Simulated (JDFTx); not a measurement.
```json
{
  "surface": "MoSi2(101), Mo outermost, slab composition Mo3Si4",
  "bulk": "MoSi2, I4/mmm, lattice of mp-2592 (not re-optimised)",
  "slab": "7 atoms in 7 planes, 1x1, 5.9 Å between the outermost planes",
  "in-plane cell": "3.204 × 4.517 Å, 13.53 Å²",
  "cell_height": "21.9 Å",
  "sampling": "8×8×1 k mesh, Fermi smearing 0.01 Ha, no spin polarisation"
}
```

Whether this polymorph is the ambient one wasn't checked.

Level of theory: PBE, GBRV ultrasoft potentials, plane waves to 20/100 Ha; code: JDFTx (a modified build). Vacuum. The outer atoms relax from bulk positions, keeping the cell's symmetry; the lattice is not PBE's own optimum in this code, and that strain can shift the moves by a few hundredths of an ångström. Input:

```
lattice \
  6.0551738321 -3.0275869160 0.0000000000 \
  0.0000000000 7.9817224419 0.0000000000 \
  0.0000000000 0.0000000000 41.3850021293
coords-type Lattice
ion Mo 0.6020851430 0.2041702860 -0.1353789030 1
ion Mo 0.7459650000 0.4919300000 0.0000000000 0
ion Mo 0.8898448560 0.7796897130 0.1353789030 1
ion Si 0.3149167630 0.6298335270 -0.0899687580 1
ion Si 0.0331333800 0.0662667590 -0.0454101460 0
ion Si 0.4587966200 0.9175932400 0.0454101460 0
ion Si 0.1770132360 0.3540264720 0.0899687580 1
ion-species pseudo/mo_pbe_v1.upf
ion-species pseudo/si_pbe_v1.upf
elec-cutoff 20 100
elec-ex-corr gga-PBE
coulomb-interaction Slab 001
coulomb-truncation-embed 0 0 0
kpoint-folding 8 8 1
elec-smearing Fermi 0.01
lcao-params 10
elec-n-bands 42
electronic-scf nIterations 100 energyDiffThreshold 1e-07
ionic-minimize nIterations 10 energyDiffThreshold 1e-5 knormThreshold 4e-4
dump-name vac.$VAR
dump End State Ecomponents EigStats BandEigs Forces ElecDensity IonicPositions Fillings Kpoints Dtot
```

Task: How far do the free atoms of the upper face move along the normal, and how much energy is released?

Result: Mo (atom 3) -0.14 Å, Si (atom 7) 0.07 Å (positive: outward). The free energy falls by 0.363 eV per cell, 215 mJ/m².
